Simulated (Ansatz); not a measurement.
Here is the system:

Zn3CdSe4:
Space group P-43m (No. 215); a = b = c = 5.7823 Å, α = β = γ = 90.00°

```tsv
atom	site	symmetry	x	y	z
Zn	3c	-42.m	0.0000	0.5000	0.5000
Cd	1a	-43m	0.0000	0.0000	0.0000
Se	4e	.3m	0.2615	0.2615	0.2615
```

This is the r²SCAN-relaxed structure.

All from the program Ansatz at the r²SCAN level (PAW), unless another level is named. Estimate the static dielectric constant ε0 (ions relaxed, cell fixed).

9.76.

Next, the Bader charges?

Zn +0.84, Cd +0.80, Se -0.83 e.

Predict the Born charges (a third of the trace).

Zn +2.09, Cd +2.18, Se -2.12 e.

And the electronic dielectric constant ε∞ (DFPT)?

6.48.

The workflow started from a Materials Project entry (that database holds measured and hypothetical structures alike); the Crystallography Open Database copy checked does not list it. With Zn and Cd taken as one species the cell has the higher symmetry F-43m, so it may be an ordered model of a mixed-site phase. Its standing as an ambient phase is unchecked. The r²SCAN relaxation kept the symmetry of its start; its stability against distortions is not shown here. Spin–orbit coupling is left out wherever it is not named.

Potentials: the later of the program's two PAW sets.
